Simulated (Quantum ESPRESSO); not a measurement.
# Ga2SiMgP4: one run as intended and one with a planted mistake

Computed values, not a measurement. The program is pw.x of Quantum ESPRESSO 7.5 (plane-wave density functional theory). The cell is made up: 8 atoms on a zincblende/diamond lattice, with randomly drawn elements, strain and displacements, not relaxed. PseudoDojo standard norm-conserving files (v0.5 for PBE, v0.4.1 for LDA and PBEsol) set the functional; there is no spin polarisation, spin-orbit coupling or dispersion term, and the masses in the input are unused placeholders.

Intended input:

```
&control calculation='scf', pseudo_dir='./dojo.nc.sr.pbe.v0_5.standard.upf', outdir='./o', disk_io='low', tprnfor=.true., tstress=.true. /
&system ibrav=0, nat=8, ntyp=4, nbnd=36, ecutwfc=84.00895049, nosym=.true., tot_charge=0,
 occupations='smearing', smearing='fd', degauss=0.0018374661
/
&electrons conv_thr=7.350e-09, electron_maxstep=60, /
ATOMIC_SPECIES
Ga 1.0 Ga.upf
Mg 1.0 Mg.upf
P 1.0 P.upf
Si 1.0 Si.upf
CELL_PARAMETERS angstrom
5.463 0.0136 -0.0475
0.0136 5.5764 0.0222
-0.0475 0.0222 5.5706
ATOMIC_POSITIONS angstrom
Ga -0.0996 0.0464 -0.0243
Si 0.0257 2.7494 2.7383
Mg 2.7384 0.0042 2.7955
Ga 2.6645 2.8094 -0.0458
P 1.3715 1.449 1.2651
P 1.3083 4.1388 4.1459
P 4.0813 1.4335 4.0422
P 4.0744 4.2549 1.2899
K_POINTS automatic
4 4 4 1 1 1
```

The log is shortened where brackets say so; the opening notice, blank lines, dates and the lines on written files are dropped, and the path of the files is cut. It prints rydbergs, bohrs and kilobars, and counts compression as positive stress.

Log of the intended run:

```
     Program PWSCF v.7.5
     Parallel version (MPI & OpenMP), running on       4 processor cores
     Number of MPI processes:                 4
     Threads/MPI process:                     1
     [start-up lines left out]
     bravais-lattice index     =            0
     lattice parameter (alat)  =      10.3240  a.u.
     unit-cell volume          =    1145.0960 (a.u.)^3
     number of atoms/cell      =            8
     number of atomic types    =            4
     number of electrons       =        60.00
     number of Kohn-Sham states=           36
     kinetic-energy cutoff     =      84.0090  Ry
     charge density cutoff     =     336.0358  Ry
     scf convergence threshold =      7.3E-09
     mixing beta               =       0.7000
     number of iterations used =            8  plain     mixing
     Exchange-correlation= PBE
                           (   1   4   3   4   0   0   0)
     [axes and pseudopotential details left out]
   Cartesian axes
     site n.     atom                  positions (alat units)
         1        Ga     tau(   1) = (  -0.0182310   0.0084932  -0.0044479  )
         2        Si     tau(   2) = (   0.0047042   0.5032560   0.5012242  )
         3        Mg     tau(   3) = (   0.5012425   0.0007688   0.5116942  )
         4        Ga     tau(   4) = (   0.4877157   0.5142385  -0.0083833  )
         5        P      tau(   5) = (   0.2510423   0.2652280   0.2315666  )
         6        P      tau(   6) = (   0.2394740   0.7575747   0.7588743  )
         7        P      tau(   7) = (   0.7470498   0.2623909   0.7398929  )
         8        P      tau(   8) = (   0.7457868   0.7788259   0.2361060  )
     number of k points=    32  Fermi-Dirac smearing, width (Ry)=  0.0018
                       cart. coord. in units 2pi/alat
        k(    1) = (   0.1257732   0.1216659   0.1231781), wk =   0.0625000
        k(    2) = (   0.1279077   0.1206845   0.3683814), wk =   0.0625000
     [further k points left out]
     Dense  grid:   119107 G-vectors     FFT dimensions: (  64,  64,  64)
     Estimated max dynamical RAM per process >     221.39 MB
     Estimated total dynamical RAM >     798.34 MB
     Initial potential from superposition of free atoms
     starting charge      59.9927, renormalised to      60.0000
     Starting wfcs are   43 randomized atomic wfcs
     total cpu time spent up to now is        3.3 secs
     per-process dynamical memory:   157.3 Mb
     Self-consistent Calculation
     iteration #  1     ecut=    84.01 Ry     beta= 0.70
     Davidson diagonalization with overlap
     ethr =  1.00E-02,  avg # of iterations =  4.0
     Threshold (ethr) on eigenvalues was too large:
     Diagonalizing with lowered threshold
     Davidson diagonalization with overlap
     ethr =  5.59E-04,  avg # of iterations =  1.9
     total cpu time spent up to now is       12.3 secs
     total energy              =    -488.63505803 Ry
     estimated scf accuracy    <       0.33650862 Ry
     iteration #  2     ecut=    84.01 Ry     beta= 0.70
     Davidson diagonalization with overlap
     ethr =  5.61E-04,  avg # of iterations =  2.1
     total cpu time spent up to now is       16.8 secs
     total energy              =    -488.70554625 Ry
     estimated scf accuracy    <       0.09295574 Ry
     [iterations 3 to 8 left out]
     iteration #  9     ecut=    84.01 Ry     beta= 0.70
     Davidson diagonalization with overlap
     ethr =  2.41E-10,  avg # of iterations =  2.9
     total cpu time spent up to now is       47.6 secs
     total energy              =    -488.72659217 Ry
     estimated scf accuracy    <       0.00000003 Ry
     iteration # 10     ecut=    84.01 Ry     beta= 0.70
     Davidson diagonalization with overlap
     ethr =  5.49E-11,  avg # of iterations =  2.0
     total cpu time spent up to now is       51.2 secs
     End of self-consistent calculation
     [lines on levels left out]
!    total energy              =    -488.72659217 Ry
     estimated scf accuracy    <          2.8E-09 Ry
     smearing contrib. (-TS)   =      -0.00000000 Ry
     internal energy E=F+TS    =    -488.72659217 Ry
     The total energy is F=E-TS. E is the sum of the following terms:
     one-electron contribution =    -278.19212432 Ry
     hartree contribution      =     169.54990808 Ry
     xc contribution           =    -119.15118564 Ry
     ewald contribution        =    -260.93319029 Ry
     convergence has been achieved in  10 iterations
     Forces acting on atoms (cartesian axes, Ry/au):
     atom    1 type  1   force =     0.03165571   -0.00965286   -0.01518544
     atom    2 type  4   force =    -0.00834253    0.02172444   -0.01262067
     atom    3 type  2   force =    -0.03063890   -0.01133802   -0.02568674
     atom    4 type  1   force =     0.03963908    0.00701375   -0.01439480
     atom    5 type  3   force =    -0.03464530   -0.01090246    0.04317294
     atom    6 type  3   force =    -0.04235466    0.00186485   -0.01305166
     atom    7 type  3   force =     0.02420056    0.05767661    0.01805675
     atom    8 type  3   force =     0.02048604   -0.05638631    0.01970963
     Total force =     0.137689     Total SCF correction =     0.000207
     Computing stress (Cartesian axis) and pressure
          total   stress  (Ry/bohr**3)                   (kbar)     P=        2.24
   0.00007243   0.00009539   0.00006563           10.65       14.03        9.65
   0.00009539   0.00001613  -0.00008236           14.03        2.37      -12.12
   0.00006563  -0.00008236  -0.00004279            9.65      -12.12       -6.29
     init_run     :      3.05s CPU      3.15s WALL (       1 calls)
     electrons    :     47.66s CPU     47.93s WALL (       1 calls)
     forces       :      0.66s CPU      0.68s WALL (       1 calls)
     stress       :      2.13s CPU      2.13s WALL (       1 calls)
     [timing details left out]
     PWSCF        :     53.63s CPU     54.04s WALL
     JOB DONE.
```

A second run has one planted mistake: the cell and the positions are scaled by a wrong factor. The input lines that differ, file-writing options aside:

```
- 5.463 0.0136 -0.0475
+ 5.4122 0.0135 -0.0471
- 0.0136 5.5764 0.0222
+ 0.0135 5.5245 0.022
- -0.0475 0.0222 5.5706
+ -0.0471 0.022 5.5188
- Ga -0.0996 0.0464 -0.0243
+ Ga -0.0987 0.046 -0.0241
- Si 0.0257 2.7494 2.7383
+ Si 0.0255 2.7238 2.7128
- Mg 2.7384 0.0042 2.7955
+ Mg 2.7129 0.0042 2.7695
- Ga 2.6645 2.8094 -0.0458
+ Ga 2.6397 2.7833 -0.0454
- P 1.3715 1.449 1.2651
+ P 1.3587 1.4355 1.2533
- P 1.3083 4.1388 4.1459
+ P 1.2961 4.1003 4.1073
- P 4.0813 1.4335 4.0422
+ P 4.0433 1.4202 4.0046
- P 4.0744 4.2549 1.2899
+ P 4.0365 4.2153 1.2779
```

Its log:

```
     Program PWSCF v.7.5
     Parallel version (MPI & OpenMP), running on       4 processor cores
     Number of MPI processes:                 4
     Threads/MPI process:                     1
     [start-up lines left out]
     bravais-lattice index     =            0
     lattice parameter (alat)  =      10.2280  a.u.
     unit-cell volume          =    1113.4384 (a.u.)^3
     number of atoms/cell      =            8
     number of atomic types    =            4
     number of electrons       =        60.00
     number of Kohn-Sham states=           36
     kinetic-energy cutoff     =      84.0090  Ry
     charge density cutoff     =     336.0358  Ry
     scf convergence threshold =      7.3E-09
     mixing beta               =       0.7000
     number of iterations used =            8  plain     mixing
     Exchange-correlation= PBE
                           (   1   4   3   4   0   0   0)
     [axes and pseudopotential details left out]
   Cartesian axes
     site n.     atom                  positions (alat units)
         1        Ga     tau(   1) = (  -0.0182358   0.0084990  -0.0044527  )
         2        Si     tau(   2) = (   0.0047114   0.5032498   0.5012174  )
         3        Mg     tau(   3) = (   0.5012359   0.0007760   0.5116933  )
         4        Ga     tau(   4) = (   0.4877114   0.5142430  -0.0083881  )
         5        P      tau(   5) = (   0.2510337   0.2652232   0.2315599  )
         6        P      tau(   6) = (   0.2394677   0.7575721   0.7588655  )
         7        P      tau(   7) = (   0.7470408   0.2623964   0.7398906  )
         8        P      tau(   8) = (   0.7457845   0.7788196   0.2361050  )
     number of k points=    32  Fermi-Dirac smearing, width (Ry)=  0.0018
                       cart. coord. in units 2pi/alat
        k(    1) = (   0.1257736   0.1216662   0.1231790), wk =   0.0625000
        k(    2) = (   0.1279100   0.1206845   0.3683822), wk =   0.0625000
     [further k points left out]
     Dense  grid:   115853 G-vectors     FFT dimensions: (  60,  64,  64)
     Estimated max dynamical RAM per process >     214.84 MB
     Estimated total dynamical RAM >     774.52 MB
     Initial potential from superposition of free atoms
     starting charge      59.9927, renormalised to      60.0000
     Starting wfcs are   43 randomized atomic wfcs
     total cpu time spent up to now is        2.8 secs
     per-process dynamical memory:   160.5 Mb
     Self-consistent Calculation
     iteration #  1     ecut=    84.01 Ry     beta= 0.70
     Davidson diagonalization with overlap
     ethr =  1.00E-02,  avg # of iterations =  4.0
     Threshold (ethr) on eigenvalues was too large:
     Diagonalizing with lowered threshold
     Davidson diagonalization with overlap
     ethr =  5.65E-04,  avg # of iterations =  1.9
     total cpu time spent up to now is       10.1 secs
     total energy              =    -488.63319965 Ry
     estimated scf accuracy    <       0.34045721 Ry
     iteration #  2     ecut=    84.01 Ry     beta= 0.70
     Davidson diagonalization with overlap
     ethr =  5.67E-04,  avg # of iterations =  2.6
     total cpu time spent up to now is       13.8 secs
     total energy              =    -488.70407813 Ry
     estimated scf accuracy    <       0.08685672 Ry
     [iterations 3 to 8 left out]
     iteration #  9     ecut=    84.01 Ry     beta= 0.70
     Davidson diagonalization with overlap
     ethr =  2.04E-10,  avg # of iterations =  3.0
     total cpu time spent up to now is       40.6 secs
     total energy              =    -488.72381245 Ry
     estimated scf accuracy    <       0.00000003 Ry
     iteration # 10     ecut=    84.01 Ry     beta= 0.70
     Davidson diagonalization with overlap
     ethr =  4.98E-11,  avg # of iterations =  2.0
     total cpu time spent up to now is       43.9 secs
     End of self-consistent calculation
     [lines on levels left out]
!    total energy              =    -488.72381246 Ry
     estimated scf accuracy    <          3.0E-09 Ry
     smearing contrib. (-TS)   =      -0.00000000 Ry
     internal energy E=F+TS    =    -488.72381246 Ry
     The total energy is F=E-TS. E is the sum of the following terms:
     one-electron contribution =    -274.39858108 Ry
     hartree contribution      =     168.31953683 Ry
     xc contribution           =    -119.26156711 Ry
     ewald contribution        =    -263.38320110 Ry
     convergence has been achieved in  10 iterations
     Forces acting on atoms (cartesian axes, Ry/au):
     atom    1 type  1   force =     0.03433688   -0.01062269   -0.01598782
     atom    2 type  4   force =    -0.00930406    0.02265674   -0.01405325
     atom    3 type  2   force =    -0.03308349   -0.01223540   -0.02677940
     atom    4 type  1   force =     0.04380348    0.00654474   -0.01504480
     atom    5 type  3   force =    -0.03597314   -0.01264527    0.04545830
     atom    6 type  3   force =    -0.04537356    0.00397045   -0.01371841
     atom    7 type  3   force =     0.02440213    0.06182766    0.01878248
     atom    8 type  3   force =     0.02119176   -0.05949623    0.02134290
     Total force =     0.146604     Total SCF correction =     0.000188
     Computing stress (Cartesian axis) and pressure
          total   stress  (Ry/bohr**3)                   (kbar)     P=       23.96
   0.00022006   0.00011374   0.00006995           32.37       16.73       10.29
   0.00011374   0.00016588  -0.00009438           16.73       24.40      -13.88
   0.00006995  -0.00009438   0.00010266           10.29      -13.88       15.10
     init_run     :      2.63s CPU      2.71s WALL (       1 calls)
     electrons    :     40.99s CPU     41.20s WALL (       1 calls)
     forces       :      0.73s CPU      0.74s WALL (       1 calls)
     stress       :      2.36s CPU      2.36s WALL (       1 calls)
     [timing details left out]
     PWSCF        :     46.79s CPU     47.14s WALL
     JOB DONE.
```

|  | intended run | run with the mistake |
| --- | --- | --- |
| free energy (eV) | -6649.464 | -6649.426 |
| smearing term -TS (eV) | 0.0000 | 0.0000 |
| pressure (GPa) | 0.22 | 2.40 |
| largest force component (eV/Å) | 1.483 | 1.590 |
| largest change of a force component (eV/Å) |  | 0.107 |
| iterations | 10 | 10 |

For scale, a rerun of the intended cell at 1437 eV and a 6 x 6 x 6 mesh moved values by no more than 0.008 eV in energy, 0.02 GPa in stress and 0.003 eV/Å in force.